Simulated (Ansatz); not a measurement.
NaF (zinc blende, F-43m), DFT-PBEsol in the program Ansatz with PAW potentials: ε∞ = 1.71, cell volume 32.98 Å³. Infrared-active transverse modes:

| ω_TO (cm⁻¹) | oscillator strength S_xx (e²/amu) |
|---|---|
| 278.3 | 0.09108 |

Question: Compute the static dielectric constant.

Answer: Each mode adds (4.921e7/V) S/ω²: 1.75. So ε0 = 3.47.

Question: What LO frequency does the Lyddane–Sachs–Teller relation give?

Answer: ω_LO = ω_TO √(ε0/ε∞) = 396 cm⁻¹.

The start of the workflow was typed in or built on a structure type; neither database checked (COD, Materials Project) lists it. It is not the phase usual at ambient conditions (space group No. 225). The cell was relaxed with PBEsol under the symmetry of its start; phonons on a q-mesh show no instability.

Potentials: the later of the program's two PAW sets.
